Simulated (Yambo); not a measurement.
**Convergence of the G0W0 gap of TlBr**

G0W0@LDA for TlBr (rock salt, space group Fm-3m, No. 225) in Yambo. Reference settings: 4×4×4 Γ-centred k mesh, 134 bands and a 8 Ry block in the screening, 134 bands in G with the Bruneval-Gonze terminator, plasmon pole fitted at 27.2 eV. The LDA gap L → L on this mesh is 1.96 eV; G0W0 gaps are taken between the same points.

```json
[
 {"change from the reference": "reference settings", "G0W0 gap L → L (eV)": "3.43", "shift of the valence edge (eV)": "-1.10", "rough Yambo cost": "1"},
 {"change from the reference": "47 bands in G", "G0W0 gap L → L (eV)": "3.41", "shift of the valence edge (eV)": "-1.05", "rough Yambo cost": "–"},
 {"change from the reference": "wavefunctions cut at 25 Ry", "G0W0 gap L → L (eV)": "3.44", "shift of the valence edge (eV)": "-1.10", "rough Yambo cost": "about 1/2"},
 {"change from the reference": "no point-group symmetry", "G0W0 gap L → L (eV)": "3.43", "shift of the valence edge (eV)": "-1.09", "rough Yambo cost": "about 4×"},
 {"change from the reference": "47 bands in G, no terminator", "G0W0 gap L → L (eV)": "3.14", "shift of the valence edge (eV)": "-0.58", "rough Yambo cost": "–"},
 {"change from the reference": "no terminator", "G0W0 gap L → L (eV)": "3.37", "shift of the valence edge (eV)": "-1.00", "rough Yambo cost": "–"}
]
```

The reference isn't shown to be the converged limit. Costs are rough (shared machines), scaled to the same edge states, and given only for runs that recompute the screening.

Spin-orbit coupling is left out; with 6p states at a band edge it can lower the gap by many tenths of an eV, most of a small gap.

The standard potential for Tl keeps a d shell in the valence without the s and p states of that shell. In tests on such compounds this moved G0W0 gaps by up to about 0.9 eV, so absolute quasiparticle energies here are unreliable; differences between settings are what counts.

Geometry of the Materials Project entry, not relaxed at this level; primitive cell a = b = c = 4.726 Å, α = β = γ = 60.00°.

This is not the ordinary phase of the substance; no match was found in the copy of COD used, and its stability was not checked.

A shift is the quasiparticle energy of the state minus its LDA energy.
